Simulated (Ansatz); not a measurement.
**Ag: eigenvalues along the path**

```
Ag
1.0
     2.93000    0.00000    0.00000
    -1.46500    2.53745    0.00000
     0.00000    0.00000    4.74210
Ag
2
Direct
  0.33333 0.66667 0.25000
  0.66667 0.33333 0.75000
```

Atoms are numbered in the order listed.

The cell comes from COD entry 1509145, which wasn't checked; take it as a given geometry. The listed cell was then made from it by scaling, straining or moving an atom.

Theory: DFT, LDA, all-electron LAPW, scalar-relativistic in Ansatz 0.2.0.

Numerical set-up: a Γ-centred 14×14×8 k mesh, Fermi–Dirac smearing of 0.05 eV, basis error target 0.25 meV/atom, no spin polarisation.

Path points, in fractions of the reciprocal vectors: Γ (0.000, 0.000, 0.000), M (0.500, 0.000, 0.000), K (0.333, 0.333, 0.000), A (0.000, 0.000, 0.500), L (0.500, 0.000, 0.500), H (0.333, 0.333, 0.500). Levels in eV from the Fermi level; bands 9 to 21, counted from the lowest band of the run. The gap is zero.

```
# k(1/Å) point b9 b10 b11 b12 b13 b14 b15 b16 b17 b18 b19 b20 b21
0.000 Γ -7.56 -6.12 -4.54 -4.48 -4.48 -4.24 -4.24 -3.95 -3.95 -2.94 -2.94 -0.24 3.53
0.248 - -7.30 -5.97 -4.71 -4.34 -4.34 -4.27 -4.12 -4.08 -4.03 -3.34 -2.90 0.50 3.59
0.495 - -6.59 -5.69 -4.84 -4.57 -4.41 -4.21 -3.96 -3.94 -3.80 -3.77 -2.84 2.05 3.82
0.743 - -5.92 -5.71 -5.16 -4.51 -4.41 -4.34 -4.04 -3.45 -3.31 -3.20 -2.78 3.91 4.35
0.990 - -5.95 -5.71 -5.56 -4.55 -4.18 -4.14 -3.89 -3.01 -2.88 -2.75 -1.67 3.73 5.69
1.238 M -6.03 -5.72 -5.69 -4.61 -4.24 -4.05 -3.64 -2.84 -2.74 -2.70 0.13 1.45 6.74
1.381 - -5.97 -5.69 -5.67 -4.62 -4.25 -4.04 -3.76 -2.83 -2.77 -2.75 0.29 1.52 6.85
1.524 - -5.80 -5.67 -5.52 -4.64 -4.29 -4.03 -4.02 -2.88 -2.83 -2.82 0.72 1.72 7.19
1.667 - -5.66 -5.56 -5.33 -4.65 -4.36 -4.35 -3.95 -3.03 -2.88 -2.87 1.36 2.01 6.36
1.810 - -5.66 -5.29 -5.19 -4.63 -4.62 -4.45 -3.86 -3.11 -2.95 -2.92 2.14 2.41 4.66
1.953 K -5.67 -5.15 -5.15 -4.77 -4.55 -4.55 -3.80 -3.06 -3.06 -2.93 2.96 2.96 3.10
2.239 - -5.60 -5.34 -5.23 -4.68 -4.67 -4.31 -3.97 -3.36 -2.90 -2.80 0.07 4.68 5.24
2.525 - -5.48 -5.32 -5.30 -5.02 -4.62 -4.25 -4.05 -3.70 -3.05 -2.85 -2.14 4.90 4.92
2.811 - -6.30 -5.54 -5.01 -4.71 -4.39 -4.38 -4.03 -3.81 -3.73 -3.44 -2.85 2.62 3.96
3.097 - -7.21 -5.92 -4.74 -4.31 -4.29 -4.29 -4.10 -4.09 -4.06 -3.43 -2.90 0.71 3.61
3.383 Γ -7.56 -6.12 -4.54 -4.48 -4.48 -4.24 -4.24 -3.95 -3.95 -2.94 -2.94 -0.24 3.53
3.515 - -7.49 -6.10 -4.56 -4.51 -4.51 -4.27 -4.27 -3.89 -3.89 -2.95 -2.95 -0.76 4.18
3.648 - -7.26 -6.06 -4.60 -4.55 -4.55 -4.33 -4.33 -3.75 -3.75 -2.97 -2.97 -1.78 5.60
3.780 - -6.91 -6.01 -4.64 -4.58 -4.58 -4.40 -4.40 -3.58 -3.58 -3.02 -3.02 -2.83 7.32
3.913 - -6.49 -6.01 -4.60 -4.58 -4.58 -4.48 -4.48 -3.73 -3.40 -3.40 -3.11 -3.11 9.17
4.045 A -6.15 -6.15 -4.55 -4.55 -4.55 -4.55 -4.34 -4.34 -3.24 -3.24 -3.24 -3.24 11.09
4.293 - -5.93 -5.93 -4.76 -4.76 -4.43 -4.43 -4.37 -4.37 -3.26 -3.26 -3.02 -3.02 11.28
4.540 - -5.53 -5.53 -5.01 -5.01 -4.38 -4.38 -4.15 -4.15 -3.26 -3.26 -2.51 -2.51 11.73
4.788 - -5.69 -5.69 -5.11 -5.11 -3.88 -3.88 -3.78 -3.78 -3.15 -3.15 -1.72 -1.72 9.07
5.035 - -5.91 -5.91 -5.27 -5.27 -3.79 -3.79 -3.17 -3.17 -2.88 -2.88 -0.35 -0.35 6.05
5.283 L -5.99 -5.99 -5.34 -5.34 -3.79 -3.79 -2.99 -2.99 -2.75 -2.75 0.79 0.79 4.37
5.426 - -5.94 -5.94 -5.31 -5.31 -3.86 -3.86 -3.04 -3.04 -2.80 -2.80 1.02 1.02 4.41
5.569 - -5.79 -5.79 -5.20 -5.20 -4.03 -4.03 -3.27 -3.27 -2.84 -2.84 1.61 1.61 4.53
5.712 - -5.61 -5.61 -5.05 -5.05 -4.25 -4.25 -3.56 -3.56 -2.86 -2.86 2.42 2.42 4.73
5.855 - -5.44 -5.44 -4.94 -4.94 -4.39 -4.39 -3.79 -3.79 -2.89 -2.89 3.34 3.34 5.05
5.998 H -5.36 -5.36 -4.94 -4.94 -4.40 -4.40 -3.86 -3.86 -2.91 -2.91 3.98 3.98 5.51
6.284 - -5.51 -5.51 -4.87 -4.87 -4.37 -4.37 -3.88 -3.88 -2.80 -2.80 1.64 1.64 6.90
6.570 - -5.54 -5.54 -4.81 -4.81 -4.48 -4.48 -3.93 -3.93 -2.82 -2.82 -0.83 -0.83 9.43
6.856 - -5.39 -5.39 -4.99 -4.99 -4.61 -4.61 -3.99 -3.99 -3.18 -3.18 -2.28 -2.28 11.97
7.142 - -5.85 -5.85 -4.82 -4.82 -4.42 -4.42 -4.35 -4.35 -3.26 -3.26 -2.95 -2.95 11.34
7.428 A -6.15 -6.15 -4.55 -4.55 -4.55 -4.55 -4.34 -4.34 -3.24 -3.24 -3.24 -3.24 11.09
```
